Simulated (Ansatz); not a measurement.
Data:

Relaxed NiO (rock salt):

```xyz
2
Lattice="0.0000 2.1079 2.1079 2.1079 0.0000 2.1079 2.1079 2.1079 0.0000" Properties=species:S:1:pos:R:3 pbc="T T T"
O      0.0000     0.0000     0.0000
Ni     2.1079     2.1079     2.1079
```

Scan: atom 1 (O, nearest neighbour Ni at 2.108 Å; its periodic images, 3.0 Å or more away, move with it) is displaced along Cartesian x, direction (1.000, 0.000, 0.000) in Cartesian axes, by s. The other atoms stay.

Computed with PBE (plane waves to 420 eV, PAW, scalar-relativistic; Ansatz, a first-principles code). k mesh 15×15×15 (Γ-centred), Fermi-Dirac smearing 0.05 eV. E stands for the smeared free energy. The magnetic moment jumps within the scan, so the points may not all belong to one state, and nothing is fitted. With partly filled bands, energies and forces of such displacements shift with the k mesh and the smearing. NiO is run spin-polarised and with no Hubbard U; the real compound is an antiferromagnetic insulator, a state that this run doesn't describe. NiO was relaxed with its symmetry unable to fall. Relaxed NiO ends ferromagnetic. Other magnetic orders were not checked, so this need not be the ground state. The zero of ΔE is the undisplaced structure.

The scan covers s from -0.630 to 0.630 Å in 11 points.

Question: What is the energy change at s = 0.630 Å?

Answer: 2216 meV/cell.

Question: What force acts on the atom along the line at s = -0.630 Å?

Answer: 12.8 eV/Å.

(For displaced atoms, the force is minus the slope of the energy, and its curvature is a force constant, which sets phonon frequencies.)
